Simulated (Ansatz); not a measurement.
Pd:
```yaml
crystal:
  lattice:
    - [0.00000, 1.93741, 1.93741]
    - [1.93741, 0.00000, 1.93741]
    - [1.93741, 1.93741, 0.00000]
  atoms:
    - { symbol: Pd, position: [0.00000, 0.00000, 0.00000] }
```

Relaxed with DFT-PBEsol in the program Ansatz with PAW potentials. Indices refer to the conventional cell of Fm-3m, a = 3.8748 Å, b = 3.8748 Å, c = 3.8748 Å, α = 90.00°, β = 90.00°, γ = 90.00°.

Simulate the powder diffraction pattern (neutron, λ = 1.5401 Å; lines above 1 %) up to 2θ = 90°.

Simulated powder pattern, neutron, λ = 1.5401 Å (kinematic, ideal powder, no thermal factors, coherent scattering alone; the 30 strongest lines at most, above 1 %, up to 2θ = 90°):

```
2θ (°)  d (Å)  I/Imax (%)    hkl
------  -----  ----------  -----
40.27   2.237          98  (111)
46.84   1.937          56  (200)
68.40   1.370          63  (220)
82.47   1.168         100  (311)
87.01   1.119          32  (222)
```

The cell was relaxed with PBEsol under the symmetry of its start. No spin polarisation was allowed.

Potentials: the earlier of the program's two PAW sets.
